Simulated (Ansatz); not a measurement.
Zr (diamond, Fd-3m) is relaxed with the program Ansatz at the PBE level (PAW). What lattice parameters of the conventional cell result?

a = 6.277 Å.

The start of the workflow was typed in or built on a structure type; neither database checked (COD, Materials Project) lists it. It is not the phase usual at ambient conditions (space group No. 194). The cell was relaxed with PBE under the symmetry of its start; its stability against distortions is not shown here. The run is not spin-polarised. The volume moved by -16 % from the start of the relaxation.

Potentials: the earlier of the program's two PAW sets.
